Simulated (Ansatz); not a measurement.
ZrAg2: how the free axis answers a strain

ZrAg2, I4/mmm, a = 3.512 Å, c = 8.900 Å. The structure is a Materials Project entry; whether it is the stable form wasn't checked. Ansatz: PBEsol, PAW, 420 eV, Γ-centred 10×10×4 mesh on 6 atoms, Gaussian smearing 0.10 eV; no spin polarisation. Series: biaxial strain in the a-b plane, c and atoms relaxed; x is the strain in per cent. y is the change of c in per cent of 8.900 Å.

| x (%) | y (%) |
| --- | --- |
| -3.0 | ? |
| -2.0 | 2.37 |
| -1.0 | 1.09 |
| 0.0 | 0.00 |
| 1.0 | -0.94 |
| 2.0 | -1.74 |
| 3.0 | -2.48 |

Fit y = c1 x + c2 x² to the other rows, say what c1 measures, and predict the missing y.

Least squares on the rows shown. y = −1.033 x + 0.07162 x². With no stress along c, c1 = −2C13/C33 = -1.033. At x = -3.0 the fit asked for gives 3.74 %. The run gave 3.92 %, so the fit is 0.18 % too low, 2.8 % of the span of the series, against an rms of 0.03 % on the fitted rows. The row lies outside the fitted range. With a term in x³ added, a fit to the same known rows predicts 3.88 %, so most of the miss is curvature that the known rows already hold.